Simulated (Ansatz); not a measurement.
HfZr3Se8 (P-3m1) at 2 levels of theory

One geometry, relaxed with PBE; plane waves with PAW potentials in Ansatz, scalar-relativistic. No spin polarisation. Gaps are the least over mesh and band path; pressure is positive in compression.

```
Zr Hf Se
1.0
     7.58365    0.00000    0.00000
    -3.79183    6.56764    0.00000
     0.00000    0.00000    6.92100
Zr Hf Se
3 1 8
Direct
  0.00000 0.50000 0.00000
  0.50000 0.00000 0.00000
  0.50000 0.50000 0.00000
  0.00000 0.00000 0.00000
  0.33116 0.16558 0.77157
  0.33333 0.66667 0.77100
  0.83442 0.16558 0.77157
  0.83442 0.66884 0.77157
  0.16558 0.33116 0.22843
  0.16558 0.83442 0.22843
  0.66667 0.33333 0.22900
  0.66884 0.83442 0.22843
```

```json
{"level": "PBE", "cutoff (eV)": "420", "k mesh": "6×6×6", "gap (eV)": "0.41", "pressure (GPa)": "0.0"}
```

**Question.** What comes out on the same cell with r2SCAN?

**Answer.**
```
 level  cutoff (eV)  k mesh  gap (eV)  pressure (GPa)
r2SCAN          500   6×6×6      0.73            -0.7
```

Spin-orbit coupling matters for the bands of heavy elements and is left out. The cell holds layers, chains or molecules and no dispersion correction was added, so their binding is poorly described.

The structure comes from a generated guess; another structure or a mixture of phases may lie lower.
